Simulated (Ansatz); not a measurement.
**Perovskite alloy of SrTiO3 and SrZrO3 (1 of 8 Ti sites exchanged), 40 atoms**

Ansatz, PAW, plane waves. PBEsol relaxation of volume and atoms (shape held) at the single k point (¼, ¼, ¼) without its symmetry partners; single points on the relaxed atoms at the single k point (¼, ¼, ¼) without its symmetry partners, onto which points of the small cell's zone fold. Arrangement: random. No spin–orbit coupling unless named.

Relaxed structure:

```
Sr Ti Zr O
1.0
     7.84372    0.00000    0.00000
     0.00000    7.84372    0.00000
     0.00000    0.00000    7.84372
Sr Ti Zr O
8 7 1 24
Direct
  0.00577 0.00673 0.00637
  0.00771 0.01004 0.49727
  0.01008 0.49690 0.00895
  0.01215 0.49882 0.50279
  0.49704 0.00815 0.01040
  0.50225 0.01240 0.49850
  0.49847 0.50226 0.01289
  0.50271 0.50272 0.50295
  0.25464 0.25485 0.25540
  0.25917 0.25650 0.75573
  0.25634 0.75538 0.25930
  0.25001 0.75890 0.75813
  0.75516 0.25905 0.25672
  0.75784 0.25067 0.75889
  0.75868 0.75794 0.25055
  0.74952 0.74967 0.75021
  0.24014 0.25452 0.99866
  0.25397 0.23935 0.49732
  0.27315 0.74135 0.99699
  0.21768 0.75489 0.49497
  0.75570 0.22135 0.99737
  0.73896 0.27183 0.49494
  0.71518 0.77126 0.00661
  0.77188 0.71520 0.48853
  0.99805 0.23952 0.25479
  0.99630 0.27477 0.74195
  0.99653 0.75701 0.21966
  0.00593 0.71432 0.77289
  0.49666 0.25532 0.24007
  0.49428 0.21679 0.75513
  0.49394 0.73850 0.27378
  0.48779 0.77329 0.71392
  0.25507 0.99842 0.24065
  0.21784 0.99676 0.75638
  0.23835 0.49693 0.25468
  0.27427 0.49424 0.73947
  0.74005 0.99684 0.27230
  0.77397 0.00623 0.71842
  0.75535 0.49489 0.22007
  0.71146 0.48818 0.77061
```

(1) What are the mean bond lengths by pair (pairs within 1.2 times the sum of covalent radii, less contacts 15 % beyond the pair's median; cation–cation pairs of compounds aside; long ionic contacts are cut short by that bound)?

(2) What gap lies between the top filled and the lowest empty level in the single points?

Results:

(1) O–Sr 2.755 ± 0.155 Å (standard deviation, 90 bonds); O–Ti 1.966 ± 0.083 Å (standard deviation, 42 bonds); O–Zr 2.058 ± 0.021 Å (standard deviation, 6 bonds).

(2) r²SCAN 3.41 eV (40 s on 2 threads of EPYC 7R13). Away from Γ this isn't the crystal's band gap.
